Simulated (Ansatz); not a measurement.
# CaO: computed property card

CaO:
```
CELL_PARAMETERS angstrom
      3.98137     0.00000     0.00000
     -1.99068     3.44796     0.00000
      0.00000     0.00000     4.77083
ATOMIC_POSITIONS crystal
  Ca 0.33333 0.66667 0.75000
  O  0.66667 0.33333 0.75000
  Ca 0.66667 0.33333 0.25000
  O  0.33333 0.66667 0.25000
```

Space group P6_3/mmc (No. 194); conventional cell a = 3.981 Å, b = 3.981 Å, c = 4.771 Å, α = 90.00°, β = 90.00°, γ = 120.00°.

Method: r²SCAN in the plane-wave PAW code Ansatz. Geometry: relaxed at this level of theory. Other levels are named where they apply.

**Cell and energy**

```json
{
 "volume_per_atom": "16.37 Å³",
 "density": "2.84 g/cm³",
 "Formation energy from the elements (no fitted shifts)": "-3.09 eV/atom"
}
```

**Electronic structure**

```json
{
 "band_gap": "3.63 eV (direct)",
 "valence_band_maximum": "at Γ",
 "conduction_band_minimum": "at Γ",
 "electron_effective_mass": "0.40, 0.40, 0.57 mₑ (principal values)",
 "hole_effective_mass": "0.38, 2.8, 2.8 mₑ (principal values)",
 "HSE06 gap on the r²SCAN cell": "4.58 eV"
}
```

**Mechanics**

```json
{
 "Bulk modulus (Birch–Murnaghan fit)": "93.6 GPa",
 "Pressure derivative B′": "4.3",
 "Elastic constants (relaxed ions, GPa)": "C11 = 125, C12 = 96.7, C13 = 49.9, C33 = 207, C44 = 63.7",
 "mechanical_stability": "stable (all eigenvalues of C positive)",
 "hill_bulk_and_shear_moduli": "94.0 and 36.1 GPa",
 "Young's modulus": "96.0 GPa",
 "Poisson's ratio": "0.33",
 "debye_temperature_from_the_elastic_constants": "468 K"
}
```

**Charges**

```json
{
 "bader_charges": "Ca +1.52, O -1.52 e"
}
```

The start of the workflow was typed in or built on a structure type; the Crystallography Open Database copy checked does not list it. It is not the phase usual at ambient conditions (space group No. 225). Symmetry was held in the r²SCAN relaxation; its stability against distortions is not shown here. The references are the lowest solids computed at this level, not always the standard phases (solids in place of the gases).

Potentials: the earlier of the program's two PAW sets. The files were generated under PBE; for other functionals the program regenerates the frozen cores, and for LDA and PBEsol the local potential too.
